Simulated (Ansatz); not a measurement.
Geometry optimisation in Ansatz: input, command and trajectory.

```yaml
crystal:
  lattice:
    - [4.2872384804, 0.0, 0.0]
    - [0.0, 4.2872384804, 0.0]
    - [0.0, 0.0, 4.2872384804]
  atoms:
    - { symbol: Cs, position: [0.0, 0.0, 0.0], spin: 0.23 }
    - { symbol: Cr, position: [0.0, 0.5, 0.5], spin: 4.02 }
    - { symbol: Cr, position: [0.5, 0.0, 0.5], spin: 4.02 }
    - { symbol: Cr, position: [0.5, 0.5, 0.0], spin: 4.02 }
basis:
  ecutwfc: 420
kpoints:
  mp_grid: { grid: [4, 4, 4] }
hamiltonian:
  xc: pbe
scf:
  occupations: { method: gaussian, width: 0.1 }
  lower_state_search: "off"
output:
  forces: true
  stress: true
  eigenvalues: true
  populations: true
magnetization:
  spin_polarized: true
relax:
  adjacent_minimum: "off"
  f_tol: 0.04
  max_steps: 70
  cell: { stress_tol: 0.4 }
```

```bash
ansatz run input.yaml --threads 1 --pin off --max-ram 2560MiB --backend cpu --events-out ev --progress --plain --runs-dir out
```

These are results of DFT PBE, scalar-relativistic, plane waves, PAW in Ansatz 0.2.0, not measurements.

Of 7 frames 7 are shown, positions in Å and forces in eV/Å; the SCF threshold varies from step to step. Steps run on the plane waves of an earlier cell, with a Pulay correction in the pressure. The basis is chosen afresh for the last frame, the zero of the energies, and at times for earlier ones too; energy and pressure step there, also at an unchanged geometry. Here that happened at step 4 (-16 meV/atom, 1.3 GPa); the frames before carry an error of that size.

```xyz
4
Lattice="4.2872 0.0000 0.0000 0.0000 4.2872 0.0000 0.0000 0.0000 4.2872" Properties=species:S:1:pos:R:3:forces:R:3 pbc="T T T" step=1 free_energy_over_end_meV_per_atom=225.19 pressure_GPa=9.06
Cs    0.0000    0.0000    0.0000    0.0000    0.0000    0.0000
Cr    0.0000    2.1436    2.1436    0.0000    0.0000    0.0000
Cr    2.1436    0.0000    2.1436    0.0000    0.0000    0.0000
Cr    2.1436    2.1436    0.0000    0.0000    0.0000    0.0000
4
Lattice="4.4962 0.0000 0.0000 0.0000 4.4962 0.0000 0.0000 0.0000 4.4962" Properties=species:S:1:pos:R:3:forces:R:3 pbc="T T T" step=2 free_energy_over_end_meV_per_atom=72.61 pressure_GPa=5.50
Cs    0.0000    0.0000    0.0000    0.0000    0.0000    0.0000
Cr    0.0000    2.2481    2.2481    0.0000    0.0000    0.0000
Cr    2.2481    0.0000    2.2481    0.0000    0.0000    0.0000
Cr    2.2481    2.2481    0.0000    0.0000    0.0000    0.0000
4
Lattice="4.7052 0.0000 0.0000 0.0000 4.7052 0.0000 0.0000 0.0000 4.7052" Properties=species:S:1:pos:R:3:forces:R:3 pbc="T T T" step=3 free_energy_over_end_meV_per_atom=21.77 pressure_GPa=-0.16
Cs    0.0000    0.0000    0.0000    0.0000    0.0000    0.0000
Cr    0.0000    2.3526    2.3526    0.0000    0.0000    0.0000
Cr    2.3526    0.0000    2.3526    0.0000    0.0000    0.0000
Cr    2.3526    2.3526    0.0000    0.0000    0.0000    0.0000
4
Lattice="4.7052 0.0000 0.0000 0.0000 4.7052 0.0000 0.0000 0.0000 4.7052" Properties=species:S:1:pos:R:3:forces:R:3 pbc="T T T" step=4 free_energy_over_end_meV_per_atom=5.28 pressure_GPa=1.18
Cs    0.0000    0.0000    0.0000    0.0000    0.0000    0.0000
Cr    0.0000    2.3526    2.3526    0.0000    0.0000    0.0000
Cr    2.3526    0.0000    2.3526    0.0000    0.0000    0.0000
Cr    2.3526    2.3526    0.0000    0.0000    0.0000    0.0000
4
Lattice="4.7527 0.0000 0.0000 0.0000 4.7527 0.0000 0.0000 0.0000 4.7527" Properties=species:S:1:pos:R:3:forces:R:3 pbc="T T T" step=5 free_energy_over_end_meV_per_atom=1.23 pressure_GPa=0.53
Cs    0.0000    0.0000    0.0000    0.0000    0.0000    0.0000
Cr    0.0000    2.3763    2.3763    0.0000    0.0000    0.0000
Cr    2.3763    0.0000    2.3763    0.0000    0.0000    0.0000
Cr    2.3763    2.3763    0.0000    0.0000    0.0000    0.0000
4
Lattice="4.8052 0.0000 0.0000 0.0000 4.8052 0.0000 0.0000 0.0000 4.8052" Properties=species:S:1:pos:R:3:forces:R:3 pbc="T T T" step=6 free_energy_over_end_meV_per_atom=0.40 pressure_GPa=-0.13
Cs    0.0000    0.0000    0.0000    0.0000    0.0000    0.0000
Cr    0.0000    2.4026    2.4026    0.0000    0.0000    0.0000
Cr    2.4026    0.0000    2.4026    0.0000    0.0000    0.0000
Cr    2.4026    2.4026    0.0000    0.0000    0.0000    0.0000
4
Lattice="4.8052 0.0000 0.0000 0.0000 4.8052 0.0000 0.0000 0.0000 4.8052" Properties=species:S:1:pos:R:3:forces:R:3 pbc="T T T" step=7 free_energy_over_end_meV_per_atom=0.00 pressure_GPa=-0.12
Cs    0.0000    0.0000    0.0000    0.0000    0.0000    0.0000
Cr    0.0000    2.4026    2.4026    0.0000    0.0000    0.0000
Cr    2.4026    0.0000    2.4026    0.0000    0.0000    0.0000
Cr    2.4026    2.4026    0.0000    0.0000    0.0000    0.0000
```

The start puts this composition into another compound's structure type, which needn't suit it. The cell swells from 19.7 to 27.7 Å³ an atom, so the end can be far from any stable crystal. At the end the space group is Pm-3m (tolerance 0.05 Å).

Time: 47 s on 1 thread of Intel(R) Xeon(R) Platinum 8259CL CPU @ 2.50GHz (Skylake/Cascade Lake), with other jobs on the host, peak memory 0.48 GiB.

The k mesh is coarse. Spin-orbit coupling is left out, which matters for the bands of heavy elements. Only parallel moments were tried here.